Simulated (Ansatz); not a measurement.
NbC2 (MoSi2 or CaC2 type, I4/mmm) under volume change, the program Ansatz at the PBE level (PAW), shape and atoms relaxed at each volume.

```
V (Å³/atom)  E − E(relaxed) (meV/atom)  P (GPa)
-----------  -------------------------  -------
9.141                             67.7    26.36
9.442                             28.2    15.97
9.744                              ___      ___
10.045                             0.0     0.00
10.347                             ___      ___
10.648                            22.0   -11.05
10.949                            46.8   -15.17
```

Q: Fill in the missing entries.

A: 
- 10.347, E − E(relaxed) (meV/atom): 5.8
- 10.347, P (GPa): -6.03
- 9.744, E − E(relaxed) (meV/atom): 6.6
- 9.744, P (GPa): 7.25

Q: What does a third-order Birch–Murnaghan fit give for V₀, B₀ and B′?

A: V₀ = 10.05 Å³/atom, B₀ = 220 GPa, B′ = 5.1.

The start of the workflow was typed in or built on a structure type; neither database checked (COD, Materials Project) lists it. Its standing as an ambient phase is unchecked. Symmetry was held in the PBE relaxation; whether a distortion lowers the energy is not shown. The run is not spin-polarised. The volume moved by -28 % from the start of the relaxation. Its formation energy is positive at this level, so the cell may be metastable or incomplete.

Potentials: the earlier of the program's two PAW sets.
